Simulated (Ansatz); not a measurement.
**YAl$_{2}$In$_{2}$: reading a single point**

```xyz
5
Lattice="4.4760 0.0000 0.0000 -2.2380 3.8763 0.0000 0.0000 0.0000 7.1307" Properties=species:S:1:pos:R:3 pbc="T T T"
Y     0.0000    0.0000    0.0000
In   -0.0002    2.5843    1.8347
In    2.2382    1.2920    5.2960
Al   -0.0002    2.5843    4.5779
Al    2.2382    1.2920    2.5528
```

The numbers come from plane-wave PAW DFT (Ansatz): r2SCAN, no spin polarisation, 500 eV, 9×9×5 Γ-centred k points, fermi-dirac occupations (width 0.1 eV). Nothing was relaxed.

**Charges.** Bader charges in e: Y +1.61, Al +0.99, In -1.79. In the mean Y gives up most and In takes most.
**Electronic structure.** It is a metal, with about 2.3 states/eV a cell as the mean within 0.25 eV of the Fermi level, mostly In p (44 %), Y d (32 %) and Al p (18 %).
**Stress.** The pressure is 0.9 GPa (compression positive), so with the atoms held at these fractions the cell would first expand.
**Forces.** The largest is on In2 (and as large on other atoms): 0.52 eV/Å, components (0.00, 0.00, -0.52). It makes 106° with the line to a nearest neighbour, Al5 at 2.68 Å.

Origin: a known structure type with other elements, at an estimated volume, so it need not be a known compound.
